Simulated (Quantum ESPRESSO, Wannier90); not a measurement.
## ZnCdSe$_{2}$ (P3m1): Wannier90 run

```xyz
4
Lattice="4.2250 0.0000 0.0000 -2.1125 3.6589 0.0000 0.0000 0.0000 6.9253" Properties=species:S:1:pos:R:3 pbc="T T T"
Zn     0.0000     0.0000     0.0009
Cd    -2.1125     1.2196     3.4429
Se    -2.1125     1.2196     0.7517
Se     0.0000     0.0000    -2.4779
```

Cell from Materials Project (mp-1215451), symmetrised, no further relaxation. Not found in the COD (Crystallography Open Database) copy used; not checked further. Method: PBEsol plane waves in Quantum ESPRESSO 7.5 (PseudoDojo norm-conserving files, 82 Ry, no spin polarisation, no spin-orbit coupling), Bloch states on a 6×6×4 mesh through Γ, Wannier90 4.0.1. Density: 12×12×6 mesh, Gaussian smearing 0.01 Ry. Spin-orbit coupling, left out, would split the p-like bands by a few tenths of an eV.

The plane-wave run has 58 bands and 72 electrons a cell. On the energy scale of pw.x, whose zero is arbitrary, the valence-band maximum lies at 7.24 eV.

Isolated groups of bands, relative to the valence-band maximum (bands from 37 on overlap up to the last one computed):

```
bands  from (eV)  to (eV)  filling            weight on atomic waves
-----  ---------  -------  -------  --------------------------------
1        -124.89  -124.89   filled                       Zn 3s 100 %
2        -101.53  -101.53   filled                       Cd 4s 100 %
3–5       -79.20   -79.20   filled                       Zn 3p 100 %
6–8       -62.63   -62.62   filled                       Cd 4p 100 %
9–18      -46.90   -46.69   filled                       Se 3d 100 %
19–20     -12.71   -12.02   filled             Se 4s 87 %, Zn 4s 4 %
21–25      -7.80    -7.22   filled                        Cd 4d 95 %
26–30      -6.36    -5.97   filled                        Zn 3d 96 %
31–36      -4.61     0.00   filled  Se 4p 80 %, Cd 5s 5 %, Zn 4s 5 %
```

Input w.win, without the blocks of cell, atoms and k-points (144 lines):

```
num_bands = 58
num_wann = 16
num_iter = 1000
conv_tol = 1.0e-6
conv_window = 4
dis_num_iter = 1000
dis_conv_tol = 1.0e-6
dis_froz_max = 9.29
write_hr = true
write_u_matrices = true
begin projections
f=0.00979,0.01275,-0.00143: s;p
f=-0.34039,0.33701,0.49279: s;p
f=-0.33247,0.32557,0.10335: s;p
f=0.01366,0.00645,-0.35772: s;p
end projections
mp_grid = 6 6 4
```

Problem. Check the input against the numbers above: what is wrong, and how is it mended?

Solution. wannier90.x stops with:
```
dis_windows: More states in the frozen window than target WFs
```
At some k-point more bands lie below dis_froz_max than there are Wannier functions, and every frozen state has to fit into the subspace. Here the deep bands below band 19 or between the kept ones were not excluded and fill the window; only bands 19-20,31-58 belong to the model. Mended as below, all else unchanged, the run goes through (Ω_I = 24.6 Å²) and follows the plane-wave bands to 1.6 meV rms (states up to 1.5 eV relative to the valence-band maximum).
```
num_bands = 30
exclude_bands = 1-18,21-30
```
